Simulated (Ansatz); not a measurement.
Relaxed-ion elastic tensor of YSi (CsCl type, Pm-3m) in GPa (Voigt order), r²SCAN in the plane-wave PAW code Ansatz; density 4.36 g/cm³, 22.26 Å³ per atom.

```
  3.1    113    113    0.0    0.0    0.0
  113    3.1    113    0.0    0.0    0.0
  113    113    3.1    0.0    0.0    0.0
  0.0    0.0    0.0  -40.2    0.0    0.0
  0.0    0.0    0.0    0.0  -40.2    0.0
  0.0    0.0    0.0    0.0    0.0  -40.2
```

### Question
Is the crystal mechanically stable?

### Answer
No: the smallest eigenvalue of C is -110 GPa.

A made-up cell: these elements were put on the sites of a structure type; neither database checked (COD, Materials Project) lists it. Whether it is the stable phase at ambient conditions was not checked. Symmetry was held in the r²SCAN relaxation. At this level the phase is mechanically unstable. The run is not spin-polarised. As this level gives no gap, shear constants depend on the k-mesh and smearing (Fermi–Dirac, 0.1 eV here).

Potentials: the earlier of the program's two PAW sets.
